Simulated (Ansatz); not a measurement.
Theory: DFT PBE, scalar-relativistic, plane waves, PAW in Ansatz. All cells share a 420 eV cutoff and Γ-centred k meshes spaced about 0.3 Å⁻¹ or finer (0.25 for metals, 2π included). No spin polarisation.

This relaxed Si2B3 cell comes from a structure search over trial cells.

Space group P-3m1 (No. 164). a = 3.071 Å, b = 3.071 Å, c = 5.786 Å, α = 90.00°, β = 90.00°, γ = 120.00°
```json
{"atom": "Si", "site": "2d", "symmetry": "3m.", "x": "0.6667", "y": "0.3333", "z": "0.8108"}
{"atom": "B", "site": "1a", "symmetry": "-3m.", "x": "0.0000", "y": "0.0000", "z": "0.0000"}
{"atom": "B", "site": "2d", "symmetry": "3m.", "x": "0.3333", "y": "0.6667", "z": "0.5288"}
```

Problem. Is this structure dynamically stable?

Solution. It is locally stable on this q mesh, but a lower structure lies near. The phonons on a 3×3×1 q mesh of the computed 5-atom cell show no imaginary mode. (Phonon run: 12×12×6 k mesh, Gaussian smearing of 0.10 eV.) With atoms moved at random and symmetry off, it falls by 5 meV/atom into C2/m (No. 12). Conventional cell: a = 5.311 Å, b = 3.105 Å, c = 5.861 Å, β = 96.2°. Around Si lie 4 B at 1.99–2.10 Å and 1 B at 2.23 Å; B on a site of symmetry 2/m has 6 Si at 2.08–2.10 Å; B on a site of symmetry m is surrounded by 3 B at 1.78–1.84 Å, 1 Si at 1.99 Å and 1 Si at 2.23 Å.

```
CELL_PARAMETERS angstrom
2.65568 -1.55261 0.00000
2.65568 1.55261 0.00000
-0.63773 0.00000 5.82618
ATOMIC_POSITIONS crystal
Si 0.36147 0.36147 0.68607
Si 0.63853 0.63853 0.31393
B 0.00000 0.00000 0.50000
B 0.66859 0.66859 0.97846
B 0.33141 0.33141 0.02154
``` The phonon run warned that its eigensolver hadn't fully converged.

Phonons of metals hang on the k mesh and the smearing.
